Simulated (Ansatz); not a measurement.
Values for one crystal, relaxed and computed with the program Ansatz at the r²SCAN level (PAW); other levels are named.

| Quantity | Result |
|---|---|
| Volume per atom | 13.21 Å³ |
| Band gap | 3.42 eV (indirect) |
| Young's modulus | 184 GPa |
| Hole effective mass | 0.82, 0.82, 8.3 mₑ (principal values) |
| Poisson's ratio | 0.27 |
| Bulk modulus (Birch–Murnaghan fit) | 134 GPa |
| Valence-band maximum | at A |

### Question
Which compound is it?
A. BaMgF4, Cmcm (Pearson symbol oS24)
B. BaTiO3, R3m (Ba on 3a, Ti on 3a, O on 9b)
C. CaScO2F, P4/mmm (Ca on 1d, Sc on 1a, O on 2f, F on 1b)
D. CaAl2O4, P6_3 (Pearson symbol hP42)

### Answer
C, CaScO2F, P4/mmm (Ca on 1d, Sc on 1a, O on 2f, F on 1b)

The start of the workflow was typed in or built on a structure type; neither database checked (COD, Materials Project) lists it. Its standing as an ambient phase is unchecked. Symmetry was held in the r²SCAN relaxation; whether a distortion lowers the energy is not shown. The run is not spin-polarised.

Potentials: the earlier of the program's two PAW sets. The files were generated under PBE; for other functionals the program regenerates the frozen cores, and for LDA and PBEsol the local potential too.
